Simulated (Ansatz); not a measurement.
Relaxed-ion elastic tensor of TiAs in space group P6_3/mmc (No. 194; Ti on 4f, As on 2a, As on 2d) in GPa (Voigt order), r²SCAN in the plane-wave PAW code Ansatz; density 5.90 g/cm³, 17.27 Å³ per atom.

```json
[
 {"": "1", "1": "201", "2": "76.5", "3": "93.1", "4": "0.0", "5": "0.0", "6": "0.0"},
 {"": "2", "1": "76.5", "2": "201", "3": "93.1", "4": "0.0", "5": "0.0", "6": "0.0"},
 {"": "3", "1": "93.1", "2": "93.1", "3": "215", "4": "0.0", "5": "0.0", "6": "0.0"},
 {"": "4", "1": "0.0", "2": "0.0", "3": "0.0", "4": "120", "5": "0.0", "6": "0.0"},
 {"": "5", "1": "0.0", "2": "0.0", "3": "0.0", "4": "0.0", "5": "120", "6": "0.0"},
 {"": "6", "1": "0.0", "2": "0.0", "3": "0.0", "4": "0.0", "5": "0.0", "6": "62.3"}
]
```

### Question
Is the crystal mechanically stable?

### Answer
Yes: the smallest eigenvalue of C is 62.3 GPa.

### Question
Work out the Voigt, Reuss and Hill averages.

### Answer
K_V = 127, K_R = 126, K_H = 127; G_V = 83.9, G_R = 74.9, G_H = 79.4 GPa.

### Question
Give Young's modulus, Poisson's ratio, Pugh's ratio and the universal anisotropy index.

### Answer
E = 9KG/(3K + G) = 197 GPa; ν = 0.24; K/G = 1.60 (brittle by the Pugh limit of 1.75); A_U = 5G_V/G_R + K_V/K_R − 6 = 0.61.

### Question
Estimate the sound speeds and the Debye temperature.

### Answer
v_l = √((K + 4G/3)/ρ) = 6280 m/s, v_t = √(G/ρ) = 3670 m/s, mean 4070 m/s; Θ = (h/k)(3n/4πV)^(1/3) v_m = 468 K.

### Question
How much does each axis shrink under pressure?

### Answer
Linear compressibilities β_i = Σ_j S_ij (j = 1 to 3): x 2.9, y 2.9, z 2.2 per TPa.

The workflow started from a Materials Project entry (that database holds measured and hypothetical structures alike); the Crystallography Open Database files this formula in space group No. 194, but the cells were not matched. Whether it is the stable phase at ambient conditions was not checked. The cell was relaxed with r²SCAN under the symmetry of its start; its stability against distortions is not shown here. No spin polarisation was allowed. As this level gives no gap, shear constants depend on the k-mesh and smearing (Fermi–Dirac, 0.1 eV here).

Potentials: the later of the program's two PAW sets.
